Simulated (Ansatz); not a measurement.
**Equation of state of CuAu3**

```yaml
crystal:
  lattice:
    - [3.98000, 0.00000, 0.00000]
    - [0.00000, 3.98000, 0.00000]
    - [0.00000, 0.00000, 3.98000]
  atoms:
    - { symbol: Cu, position: [0.00000, 0.00000, 0.00000] }
    - { symbol: Au, position: [0.00000, 0.50000, 0.50000] }
    - { symbol: Au, position: [0.50000, 0.00000, 0.50000] }
    - { symbol: Au, position: [0.50000, 0.50000, 0.00000] }
```

The geometry is COD entry 1510492, unchecked; take it as a test cell.

Spin–orbit coupling is left out, though it moves levels of the heavy atoms by tenths of an eV or more.

Levels of theory: DFT, LDA, all-electron LAPW, scalar-relativistic (Ansatz 0.2.0); DFT, LDA, PAW with Ansatz's default frozen-core files, scalar-relativistic (Ansatz 0.2.0).

For LAPW: a Γ-centred 9×9×9 k mesh, Fermi–Dirac smearing of 0.05 eV, basis error target 1 meV/atom, no spin polarisation. PAW takes a cutoff of 420 eV at this cell (files made with PBE, cores remade for this functional). The Ansatz runs share mesh, smearing and spin set-up. Plane-wave (PAW) pressures include the program's estimate of the Pulay term.

The cell above is scaled evenly, with fractional coordinates and shape held.

Problem. Estimate the equilibrium volume and bulk modulus that full-potential LAPW gives for this fixed shape.

Solution. V0 = 15.26 Å³/atom, B0 = 191 GPa, B0′ = 5.4, from a third-order Birch–Murnaghan fit to these pressures:
```json
{"V/V(cell)": "0.9400", "V (Å³/atom)": "14.816", "P, LAPW (GPa)": "6.18", "P, PAW (GPa)": "6.18"}
{"V/V(cell)": "0.9600", "V (Å³/atom)": "15.131", "P, LAPW (GPa)": "1.70", "P, PAW (GPa)": "1.70"}
{"V/V(cell)": "0.9800", "V (Å³/atom)": "15.446", "P, LAPW (GPa)": "-2.20", "P, PAW (GPa)": "-2.20"}
{"V/V(cell)": "0.9900", "V (Å³/atom)": "15.604", "P, LAPW (GPa)": "-3.97", "P, PAW (GPa)": "-3.97"}
{"V/V(cell)": "1.0000", "V (Å³/atom)": "15.761", "P, LAPW (GPa)": "-5.62", "P, PAW (GPa)": "-5.62"}
{"V/V(cell)": "1.0100", "V (Å³/atom)": "15.919", "P, LAPW (GPa)": "-7.17", "P, PAW (GPa)": "-7.17"}
{"V/V(cell)": "1.0200", "V (Å³/atom)": "16.076", "P, LAPW (GPa)": "-8.62", "P, PAW (GPa)": "-8.62"}
{"V/V(cell)": "1.0400", "V (Å³/atom)": "16.392", "P, LAPW (GPa)": "-11.24", "P, PAW (GPa)": "-11.24"}
{"V/V(cell)": "1.0600", "V (Å³/atom)": "16.707", "P, LAPW (GPa)": "-13.51", "P, PAW (GPa)": "-13.51"}
```

PAW's V0 lies 0.00 % from the all-electron value and its B0 0.0 %. Symmetry fixes shape and coordinates here, so this is the relaxed modulus.
